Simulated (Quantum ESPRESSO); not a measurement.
# Ga3S2PSe: convergence and cost over cutoff and k mesh

Simulated, not a measurement. The program is pw.x of Quantum ESPRESSO 7.5 (plane-wave density functional theory). The cell is made up: 7 atoms on a zincblende/diamond lattice with one site empty, with randomly drawn elements, strain and displacements, not relaxed. PseudoDojo standard norm-conserving files (v0.5 for PBE, v0.4.1 for LDA and PBEsol) set the functional; there is no spin polarisation, spin-orbit coupling or dispersion term, and the masses in the input are unused placeholders.

Input of the run in row 4:

```
&control calculation='scf', pseudo_dir='./dojo.nc.sr.pbe.v0_5.standard.upf', outdir='./o', disk_io='low', tprnfor=.true., tstress=.true. /
&system ibrav=0, nat=7, ntyp=4, nbnd=42, ecutwfc=85.99341389, nosym=.true., tot_charge=0,
 occupations='smearing', smearing='fd', degauss=0.0018374661
/
&electrons conv_thr=7.350e-09, electron_maxstep=60, /
ATOMIC_SPECIES
Ga 1.0 Ga.upf
P 1.0 P.upf
S 1.0 S.upf
Se 1.0 Se.upf
CELL_PARAMETERS angstrom
5.4977 0.0 0.0
0.0 5.4977 0.0
0.0 0.0 5.4977
ATOMIC_POSITIONS angstrom
Ga -0.1555 -0.0825 0.0635
Ga 2.7231 -0.0191 2.9265
Ga 2.7011 2.706 0.0647
S 1.261 1.3878 1.5045
S 1.0739 4.2395 4.1413
P 3.9109 1.352 4.0136
Se 4.0776 4.0325 1.4758
K_POINTS automatic
4 4 4 1 1 1
```

The same cell was run at these settings. Meshes are shifted by half a step, and differences are from the last row, which is itself not exact.

| cutoff (eV) | k mesh | k points solved | threshold (eV) | free energy less the last row's (eV) | pressure (GPa) | largest stress difference (GPa) | largest force difference (eV/Å) | iterations | wall time (s) | k-point pools | processor |
| --- | --- | --- | --- | --- | --- | --- | --- | --- | --- | --- | --- |
| 819 | 2 x 2 x 2 | 4 | 1e-04 | 3.414 | -30.54 | 30.97 | 0.049 | 7 | 14 | 4 | Intel Xeon, 2023 or later |
| 1170 | 1 x 1 x 1 | 1 | 1e-07 | 5.883 | 8.26 | 9.13 | 0.823 | 12 | 26 | 4 | Intel Xeon, 2023 or later |
| 873 | 4 x 4 x 4 | 32 | 1e-07 | 1.051 | -12.05 | 12.42 | 0.004 | 10 | 53 | 4 | Intel Xeon, 2023 or later |
| 1170 | 4 x 4 x 4 | 32 | 1e-07 | 0.004 | 0.37 | 0.01 | 0.002 | 10 | 92 | 4 | Intel Xeon, 2023 or later |
| 1467 | 6 x 6 x 6 | 108 | 1e-07 | 0.000 | 0.36 | 0.00 | 0.000 | 10 | 226 | 4 | AMD EPYC, Zen 5 class |

Each pool is one process. Wall times include start-up and a band step at six k points, which weighs most on the coarsest meshes. The runs were on shared virtual cores whose load varied, so times are rough.